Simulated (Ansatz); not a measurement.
GaN:
```cif
data_Ga4N4
_chemical_formula_sum 'N4 Ga4'
_space_group_name_H-M_alt 'F-43m'
_space_group_IT_number 216
_space_group_name_Hall 'F -4 2 3'
_cell_length_a 4.49819
_cell_length_b 4.49819
_cell_length_c 4.49819
_cell_angle_alpha 90.000
_cell_angle_beta 90.000
_cell_angle_gamma 90.000
loop_
_atom_site_label
_atom_site_type_symbol
_atom_site_symmetry_multiplicity
_atom_site_Wyckoff_symbol
_atom_site_fract_x
_atom_site_fract_y
_atom_site_fract_z
_atom_site_occupancy
N1 N 4 c 0.25000 0.25000 0.25000 1
Ga1 Ga 4 a 0.00000 0.00000 0.00000 1
```
(The calculation used a cell of 2 atoms; values per cell refer to that cell.)

Relaxed with PBEsol. Plane-wave PAW PBEsol (Ansatz code) gives a gap of 1.70 eV.

### Question
What gap does HSE06 give on the same cell (Ansatz, PAW)?

### Answer
3.00 eV, 1.30 eV more. The hybrid was solved on a coarser mesh and at special points; its gap is the smallest among all of these.

```json
[
 {"k": "Γ", "v1 PBEsol": "0.00", "c1 PBEsol": "1.70", "v1 HSE06": "0.00", "c1 HSE06": "3.00"},
 {"k": "X", "v1 PBEsol": "-2.75", "c1 PBEsol": "3.22", "v1 HSE06": "[?]", "c1 HSE06": "[?]"},
 {"k": "L", "v1 PBEsol": "-0.98", "c1 PBEsol": "4.59", "v1 HSE06": "[?]", "c1 HSE06": "[?]"},
 {"k": "W", "v1 PBEsol": "-3.72", "c1 PBEsol": "6.12", "v1 HSE06": "[?]", "c1 HSE06": "[?]"},
 {"k": "K", "v1 PBEsol": "-2.21", "c1 PBEsol": "4.88", "v1 HSE06": "[?]", "c1 HSE06": "[?]"}
]
```

### Question
Top valence (v1) and lowest conduction level (c1) in eV from each method's valence maximum (which need not be a listed point): supply the withheld HSE06 values.

### Answer

- X, v1 HSE06: -2.92
- X, c1 HSE06: 4.45
- W, v1 HSE06: -3.88
- W, c1 HSE06: 7.53
- L, v1 HSE06: -1.05
- L, c1 HSE06: 6.12
- K, v1 HSE06: -2.35
- K, c1 HSE06: 6.23

Cost on shared cores: the PBEsol run (SCF on a 11×11×11 mesh, then bands and DOS) around 11 core-seconds (rough), the HSE06 run (SCF on 8×8×8, then a few points) roughly 110 core-seconds; the tasks are unlike.

The cell was relaxed with PBEsol under the symmetry of its start. Spin–orbit coupling is left out wherever it is not named.

Potentials: the later of the program's two PAW sets.
